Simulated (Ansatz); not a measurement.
Clean, relaxed (100) surface of W, space group Im-3m (No. 229) (top face towards +c; atoms held fixed, by place in the list: 1, 2):

```
CELL_PARAMETERS angstrom
3.15436 0.00000 0.00000
0.00000 3.15436 0.00000
0.00000 0.00000 23.30872
ATOMIC_POSITIONS crystal
W 0.50000 0.50000 0.36467
W 0.00000 0.00000 0.43234
W 0.50000 0.50000 0.49852
W 0.00000 0.00000 0.56821
W 0.50000 0.50000 0.62813
```

These are results of DFT PBEsol, scalar-relativistic, plane waves, PAW (Ansatz 0.2.0), not measurements. Settings: cutoff 420 eV, Γ-centred mesh 9×9×1 on the computed 5-atom cell, Gaussian smearing of 0.10 eV; no spin polarisation. The cell repeats along c with a dipole correction in the vacuum.

CO is put at the bridge (W-W) at (0.00, 0.50) site, one adsorbate per 9.9 Å², and relaxed. E_ads counts from the clean slab and the free adsorbate (spin-polarised where it has unpaired electrons); negative means bound. Heights count from the highest slab atom after relaxation. Bonded neighbours lie within 1.25 times the sum of covalent radii (1.35 for H) and, on that scale, within 12 % of the closest. With the adsorbate the cell is lengthened along c to keep the vacuum.

(1) How strongly does it bind, and where does its anchoring atom end?

(2) How high does its anchoring atom sit over the highest slab atom, and what is the shortest contact with the surface?

(3) The clean face has a work function of 4.21 eV. How does the adsorbate change it?

(4) Does the adsorbate stay in one piece?

Each end is the local minimum or symmetric point that its start leads to. The slab is only 6.3 Å thick, so the energies aren't converged with thickness.

Results:

(1) -1.95 eV; at (0.00, 0.50), 2 bonded neighbours (W).

(2) 1.60 Å; C–W 2.25 Å.

(3) By +2.13 eV.

(4) Yes.

Cost: 4 runs of about 7.9 core-minutes in all, on Intel Xeon Platinum 8259CL (Skylake/Cascade Lake) (shared hosts).